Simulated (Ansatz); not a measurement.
A relaxation computed with Ansatz, from input to last step.

```yaml
crystal:
  lattice:
    - [3.6069212466, 0.0, 0.0]
    - [-1.8034606233, 3.123685429, 0.0]
    - [0.0, 0.0, 4.8144331518]
  atoms:
    - { symbol: Pt, position: [0.0, 0.0, 0.0] }
    - { symbol: S, position: [0.3333333333, 0.6666666667, 0.2510159186] }
    - { symbol: S, position: [0.6666666667, 0.3333333333, 0.7489840814] }
basis:
  ecutwfc: 420
kpoints:
  mp_grid: { grid: [12, 12, 8] }
hamiltonian:
  xc: pbesol
scf:
  occupations: { method: gaussian, width: 0.02 }
output:
  forces: true
  stress: true
  eigenvalues: true
relax:
  adjacent_minimum: "off"
  f_tol: 0.01
  max_steps: 30
  cell: { stress_tol: 0.1, fix: [volume] }
```

```bash
ansatz run input.yaml --threads 1 --pin off --max-ram 2560MiB --backend cpu --events-out ev --progress --plain --runs-dir out
```

All numbers below come from DFT PBEsol, scalar-relativistic, plane waves, PAW in Ansatz 0.2.0.

The volume is held at 1.03 times that of the relaxed cell.

Of 4 frames 3 are shown, positions in Å and forces in eV/Å; the SCF threshold varies from step to step. Steps run on the plane waves of an earlier cell, with a Pulay correction in the pressure. The basis is chosen afresh for the last frame, the zero of the energies, and at times for earlier ones too; energy and pressure step there, also at an unchanged geometry.

```xyz
3
Lattice="3.6069 0.0000 0.0000 -1.8035 3.1237 0.0000 0.0000 0.0000 4.8144" Properties=species:S:1:pos:R:3:forces:R:3 pbc="T T T" step=1 free_energy_over_end_meV_per_atom=6.26 pressure_GPa=-4.17
Pt    0.0000    0.0000    0.0000    0.0000    0.0000    0.0000
S     0.0000    2.0825    1.2085    0.0000    0.0000   -0.3504
S     1.8035    1.0412    3.6059    0.0000    0.0000    0.3504
3
Lattice="3.5817 0.0000 0.0000 -1.7909 3.1019 0.0000 0.0000 0.0000 4.8824" Properties=species:S:1:pos:R:3:forces:R:3 pbc="T T T" step=2 free_energy_over_end_meV_per_atom=0.39 pressure_GPa=-0.72
Pt    0.0000    0.0000    0.0000    0.0000    0.0000    0.0000
S     0.0000    2.0679    1.1887    0.0000    0.0000    0.0480
S     1.7909    1.0340    3.6937    0.0000    0.0000   -0.0480
3
Lattice="3.5694 0.0000 0.0000 -1.7847 3.0912 0.0000 0.0000 0.0000 4.9161" Properties=species:S:1:pos:R:3:forces:R:3 pbc="T T T" step=4 free_energy_over_end_meV_per_atom=0.00 pressure_GPa=-0.44
Pt    0.0000    0.0000    0.0000    0.0000    0.0000    0.0000
S     0.0000    2.0608    1.1990    0.0000    0.0000    0.0026
S     1.7847    1.0304    3.7171    0.0000    0.0000   -0.0026
```

It took 35 s on 1 thread of Intel(R) Xeon(R) Platinum 8488C (Sapphire Rapids), with other jobs on the host, peak memory 0.45 GiB.

Spin–orbit coupling is left out, which can shift energies with elements as heavy as these. The cell holds layers, and where no dispersion correction was added their binding is poorly described.